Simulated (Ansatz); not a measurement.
A geometry of Be away from equilibrium: step 2 of the relaxation of a relaxed Be cell, doubled along one cell vector, shaken by Gaussian noise of σ = 0.08 Å a coordinate. The numbers are results of r2SCAN (plane waves to 500 eV, PAW, scalar-relativistic; Ansatz, a quantum-chemistry and plane-wave program), not measurements. Γ-centred k-mesh 9×5×16 on the run's cell (coarser than for final values), Fermi–Dirac smearing 0.05 eV.

```
CELL_PARAMETERS angstrom
      4.27927    -0.00975     0.00953
     -4.29616     7.39105     0.00939
      0.00445     0.00510     2.01116
ATOMIC_POSITIONS crystal
  Be 0.50173 0.00419 0.62614
  Be 0.49631 0.50445 0.57195
  Be 0.47755 0.25082 0.42671
  Be 0.49017 0.75339 0.61842
  Be 0.98192 0.25018 0.36320
  Be 0.99494 0.75883 0.49720
```

Q: What forces act on the atoms (eV/Å)?

A: 
```json
[
 {"atom": "Be1", "Fx": "-0.13", "Fy": "0.36", "Fz": "1.04"},
 {"atom": "Be2", "Fx": "-0.11", "Fy": "-0.34", "Fz": "0.70"},
 {"atom": "Be3", "Fx": "0.23", "Fy": "-0.11", "Fz": "-0.24"},
 {"atom": "Be4", "Fx": "0.00", "Fy": "-0.09", "Fz": "0.48"},
 {"atom": "Be5", "Fx": "-0.05", "Fy": "0.15", "Fz": "-1.00"},
 {"atom": "Be6", "Fx": "0.05", "Fy": "0.03", "Fz": "-0.98"}
]
```

Q: What is the pressure?

A: +0.4 GPa, compression positive.

No spin polarisation in the result.

Of the parent cell (P6/mmm (No. 191)): it is a generated cell of Be: the first start was made by placing the elements on the sites of a structure type, and the end was not matched to a known phase here, so it may be hypothetical. Known forms of Be include space group No. 194.
